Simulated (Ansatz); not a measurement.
An elastic tensor (GPa, Voigt order, standard axes) from the program Ansatz at the PBEsol level (PAW):

```
436  150  150  0.0  0.0  0.0
150  436  150  0.0  0.0  0.0
150  150  436  0.0  0.0  0.0
0.0  0.0  0.0  141  0.0  0.0
0.0  0.0  0.0  0.0  141  0.0
0.0  0.0  0.0  0.0  0.0  141
```

Task: Pick the material that matches.
(A) ScAl3, Cu3Au type
(B) Al2Au, fluorite or antifluorite type
(C) Zr3N4, I-43d (Zr on 12a, N on 16c)
(D) InAs, zinc blende

Result: C, Zr3N4, I-43d (Zr on 12a, N on 16c)

The PBEsol relaxation kept the symmetry of its start. The run is not spin-polarised.

Potentials: the later of the program's two PAW sets.
